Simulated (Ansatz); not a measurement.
Given:

F:
```
F
1.0
    3.08306     1.76044     0.00000
   -3.08306     1.76044     0.00000
   -2.78694     0.00000     6.91587
F
4
Cartesian
 -1.13789   1.76044   2.80637
 -1.64904   1.76044   4.10950
 -2.82553   1.76044   0.65204
  0.03859   1.76044   6.26383
```

This is the PBEsol-relaxed structure.

Task: All from PBEsol in the plane-wave PAW code Ansatz, unless another level is named. Estimate the band gap.

Result: 3.06 eV (indirect).

Task: What about the smallest direct gap on the standard path?

Result: 3.15 eV.

Task: And the conduction-band minimum?

Result: at Γ.

Space group C2/m. The first step of the workflow began from a Materials Project structure, measured or hypothetical; the Crystallography Open Database files this formula in space group No. 12, but the cells were not matched. It is not the usual solid phase (space group No. 15). The PBEsol relaxation kept the symmetry of its start; its stability against distortions is not shown here. The substance is a gas or liquid at ambient conditions. A crystal of weakly bound molecules computed without a dispersion correction: the cell and the soft elastic constants depend strongly on that.

Potentials: the later of the program's two PAW sets.
